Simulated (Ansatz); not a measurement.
**Al (fcc, Cu type): frozen-phonon scan**

Al (fcc, Cu type)

```
Al
1.0
    0.00000     4.04047     4.04047
    2.02024     2.02024     4.04047
    2.02024     2.02024     0.00000
Al
2
Direct
  0.00000   0.00000   0.00000
  0.50000   0.00000   0.00000
```

The atoms are displaced by Q × the pattern below (from a DFPT mode at X = (0.5, 0.5, 0.0), largest move 1; Q in Å), at fixed cell. (q is in reciprocal vectors of the primitive cell; the cell shown is doubled to hold the pattern.)

| atom | x | y | z |
|---|---|---|---|
| Al1 | 0.000 | 0.000 | -1.000 |
| Al2 | 0.000 | 0.000 | 1.000 |

The numbers are results of PBE (plane waves to 420 eV, PAW, scalar-relativistic; Ansatz, an electronic-structure program), not measurements. k mesh 20×20×20 (Γ-centred), Fermi-Dirac smearing 0.05 eV. E stands for the smeared free energy. Stress and pressure are positive under compression. With partly filled bands, energies and forces of such displacements shift with the k mesh and the smearing. Al was relaxed with its symmetry unable to fall. The zero of ΔE is the undisplaced structure.

```
Q (Å)   ΔE (eV/cell)  −dE/dQ from forces (eV/Å)  P (GPa)
------  ------------  -------------------------  -------
-0.180         0.332                      3.738      4.7
-0.150         0.230                      3.091      3.3
-0.120         0.146                      2.459      2.1
-0.090         0.082                      1.829      1.2
-0.060         0.036                      1.213      0.5
-0.030         0.009                      0.609      0.2
0.000          0.000                      0.000      0.0
0.030          0.009                     -0.609      0.2
0.060          0.036                     -1.213      0.5
0.090          0.082                     -1.829      1.2
0.120          0.146                     -2.459      2.1
0.150          0.230                     -3.091      3.3
0.180          0.332                     -3.738      4.7
```

Key numbers:

The energy at Q = 0.180 Å is 332 meV/cell. Space group of the distorted cell: P4/nmm (No. 129), lowered from Fm-3m. Symmetry of the curve: even: the same for both signs. Shape of the curve: a single well with its minimum at or next to zero displacement. Harmonic wavenumber from the curvature (finite differences): 320 cm⁻¹.

(A displaced cell: forces are minus the slopes of the energy, force constants its curvatures, and phonons follow from these.)
